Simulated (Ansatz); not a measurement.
A trial cell of RbTe2W2, before relaxation:

```cif
data_structure
_symmetry_space_group_name_H-M 'I4/mmm'
_symmetry_Int_Tables_number 139
_cell_length_a 5.0145
_cell_length_b 5.0145
_cell_length_c 11.5358
_cell_angle_alpha 90.000
_cell_angle_beta 90.000
_cell_angle_gamma 90.000
_cell_volume 290.08
loop_
_atom_site_label
_atom_site_type_symbol
_atom_site_symmetry_multiplicity
_atom_site_Wyckoff_symbol
_atom_site_fract_x
_atom_site_fract_y
_atom_site_fract_z
_atom_site_occupancy
Rb1 Rb 2 a 0.00000 0.00000 0.00000 1
Te1 Te 4 e 0.00000 0.00000 0.36650 1
W1 W 4 d 0.50000 0.00000 0.25000 1
```

Level of theory: DFT PBE, scalar-relativistic, plane waves, PAW in Ansatz 0.2.0. Cutoff 420 eV, Gaussian smearing, Γ-centred meshes. Cell and atoms relax first on a coarse mesh and then on a finer one. In between, the cell is made exact in the group found at 0.06 Å. In metals the finer mesh still leaves noise of several meV/atom or more. The steps can't lower the symmetry of their start. No spin polarisation.

A guess keeps its type if space group and coordination stay and the shape of the cell changes little (axis ratios within about 15 %, angles within 6°); the volume may change.

Question: Will the relaxed cell still be of the starting type?

Answer: It doesn't keep its type. The symmetry stays I4/mmm (No. 139). The volume per atom shrinks by 4.9 %, from 29.0 to 27.6 Å³. The shortest distance goes from 2.84 Å (Te–W) to 2.77 Å (Te–W). The ratio c/a of the conventional cell changes by a factor of 1.85. Counting neighbours within 15 % of an atom's shortest distance, the start has Rb 18, Te 5, W 4 and the end Rb 12, Te 4, W 8. In detail, at the end Rb is surrounded by 8 Te at 3.70 Å and 4 Rb at 4.02 Å; Te has 4 W at 2.77 Å and 4 Rb at 3.70 Å; W has 4 Te at 2.77 Å and 4 W at 2.84 Å.

```cif
data_structure
_symmetry_space_group_name_H-M 'I4/mmm'
_symmetry_Int_Tables_number 139
_cell_length_a 4.0173
_cell_length_b 4.0173
_cell_length_c 17.0935
_cell_angle_alpha 90.000
_cell_angle_beta 90.000
_cell_angle_gamma 90.000
_cell_volume 275.87
loop_
_atom_site_label
_atom_site_type_symbol
_atom_site_symmetry_multiplicity
_atom_site_Wyckoff_symbol
_atom_site_fract_x
_atom_site_fract_y
_atom_site_fract_z
_atom_site_occupancy
Rb1 Rb 2 a 0.00000 0.00000 0.00000 1
Te1 Te 4 e 0.00000 0.00000 0.36116 1
W1 W 4 d 0.50000 0.00000 0.25000 1
```

The last run used a 14×14×14 mesh for its 5-atom cell and Gaussian smearing of 0.10 eV. These runs have no spin–orbit coupling, which can matter for Te and W. The cell is a metal run without spin; a magnetic state may lie lower. Symmetry constrained the relaxation, so the result can be a saddle point.
